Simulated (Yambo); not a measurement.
KBr (rock salt, space group Fm-3m, No. 225); a = 4.6306 Å, b = 4.6306 Å, c = 4.6306 Å, α = 60.00°, β = 60.00°, γ = 60.00°. With the G0W0 scissor the direct gap on the mesh is 6.77 eV.

Does this run resolve the lowest exciton, and if so, what are its energy and binding? (Yambo, PBEsol bands; 6×6×6 mesh, 6 valence and 8 conduction bands, static screening with 68 bands and a 4 Ry block, scissor 2.59 eV, Tamm-Dancoff.)

No. The lowest state covers only about 5 of the 216 k points, so the mesh doesn't resolve it: its energy and its distance from the direct gap are mesh artefacts. An extended exciton needs a far denser mesh. The scissor comes from a G0W0 run whose convergence isn't established. 

Spin-orbit coupling is included.

Geometry relaxed with PBEsol.
